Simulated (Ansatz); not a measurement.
## Y

```yaml
crystal:
  lattice:
    - [0.00000, 2.48500, 2.48500]
    - [2.48500, 0.00000, 2.48500]
    - [2.48500, 2.48500, 0.00000]
  atoms:
    - { symbol: Y, position: [0.00000, 0.00000, 0.00000] }
```

The cell is COD entry 1534898, as deposited and not checked against the literature; nothing was relaxed.

Computed with DFT, LDA, all-electron LAPW, scalar-relativistic in Ansatz 0.2.0.

Numerical set-up: a Γ-centred 13×13×13 k mesh, Fermi–Dirac smearing of 0.05 eV, basis error target 1 meV/atom, no spin polarisation.

| Quantity | Value |
| --- | --- |
| Pressure at this cell | -1.74 GPa |
| Volume per atom | 30.69 Å³ |

Give the computed value. Band gap.

none: with an odd electron count and no spin polarisation the bands can't all be full, a metal in this set-up (spin order or a larger cell could open a gap).

Density of states at the Fermi level (0.2 eV bin): what does the calculation give?

1.42 states/eV per cell.
